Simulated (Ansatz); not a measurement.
# Structures of ZnMoP: which is lowest?

Plane-wave DFT in Ansatz with scalar-relativistic PAW potentials, cutoff 420 eV, Γ-centred meshes chosen by cell and gap, Gaussian smearing with energies taken to zero width. Every cell was relaxed (cell and atoms) in a run of its own, within the symmetry of its start. Functional: PBE.

Relaxed structures (starts from databases or built by putting these elements on another compound's sites):
A. P4/nmm, 6 atoms in the computed cell, a = 3.552 Å, c = 6.836 Å; sites (symmetry × multiplicity) Zn -4m2 × 2, Mo 4mm × 2, P 4mm × 2; start: built
B. P6_3/mmc, 6 atoms in the computed cell, a = 4.413 Å, c = 5.049 Å; sites (symmetry × multiplicity) Zn -3m. × 2, Mo -6m2 × 2, P -6m2 × 2; start: built

Task: Rank them by energy. Could pressure change the order?

Result:
| structure | group | E − E(lowest) (meV/atom) | V (Å³/atom) | gap on mesh (eV) |
| --- | --- | --- | --- | --- |
| A | P4/nmm | 0.0 | 14.38 | 0.00 |
| B | P6_3/mmc | 96 | 14.19 | 0.00 |

A is lowest, 96 meV/atom under B. The two lowest differ in volume by under 3 %, too little for a first-order estimate of what pressure does to that pair (other pairs aren't weighed here); with rigid cells even 3 % in favour of the higher one would need about 36 GPa. Other structures may lie lower than all of these, and vibrations aren't counted.